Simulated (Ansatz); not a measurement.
Ta$_{5}$Ru: vibrational free energy, entropy and heat capacity

All numbers below come from DFT PBE, scalar-relativistic, plane waves, PAW in Ansatz 0.2.0. Settings: 420 eV plane-wave cutoff, Γ-centred 12×12×4 mesh, Fermi-Dirac smearing of 0.15 eV. No spin polarisation. Phonons by linear response, acoustic sum rule imposed.

Relaxed structure:
```yaml
crystal:
  lattice:
    - [3.24563, 0.00000, 0.00000]
    - [0.00000, 3.24563, 0.00000]
    - [0.00000, 0.00000, 9.94561]
  atoms:
    - { symbol: Ta, position: [0.00000, 0.00000, 0.16978] }
    - { symbol: Ta, position: [0.50000, 0.50000, 0.34137] }
    - { symbol: Ta, position: [0.50000, 0.50000, 0.65863] }
    - { symbol: Ta, position: [0.00000, 0.00000, 0.83022] }
    - { symbol: Ta, position: [0.50000, 0.50000, 0.00000] }
    - { symbol: Ru, position: [0.00000, 0.00000, 0.50000] }
```

It was reached by relaxing an invented guess, and it needn't be the stable form of this composition. In a metal, frequencies and elastic constants depend on the k mesh and the smearing, soft modes and shear constants most. Spin–orbit coupling is left out, which matters for heavy elements. The q mesh is coarse, so values between its points are rough.

Force constants from linear response on a 2×2×1 q mesh, interpolated to a fine mesh.

Phonon density of states, in bins of 5 cm⁻¹:
```csv
bin centre (cm⁻¹),share of modes (%)
2.5,0.0
7.5,0.0
12.5,0.0
17.5,0.0
22.5,0.1
27.5,0.1
32.5,0.2
37.5,0.2
42.5,0.3
47.5,0.3
52.5,0.4
57.5,0.5
62.5,0.6
67.5,0.8
72.5,0.9
77.5,1.1
82.5,1.2
87.5,1.5
92.5,1.9
97.5,2.5
102.5,3.4
107.5,4.1
112.5,5.0
117.5,5.1
122.5,5.7
127.5,5.6
132.5,4.6
137.5,3.8
142.5,4.6
147.5,5.8
152.5,5.2
157.5,4.7
162.5,5.1
167.5,5.8
172.5,5.2
177.5,8.1
182.5,2.1
187.5,3.6
```

Q: What is the zero-point energy per atom?

A: 25.5 meV.

Q: How large are the vibrational entropy and heat capacity at 300 K?

A: S = 4.42 k_B and C_V = 2.89 k_B per atom, 96 % of the Dulong–Petit value.

Q: Tabulate them against temperature.

A:
```tsv
T (K)	F_vib (meV/atom)	S (k_B/atom)	C_V (k_B/atom)
100	20.9	1.53	2.18
200	-0.4	3.28	2.76
300	-33.9	4.42	2.89
400	-75.8	5.26	2.94
500	-124.1	5.92	2.96
600	-177.5	6.46	2.97
700	-235.2	6.92	2.98
800	-296.6	7.32	2.98
900	-361.3	7.67	2.99
1000	-428.7	7.99	2.99
```
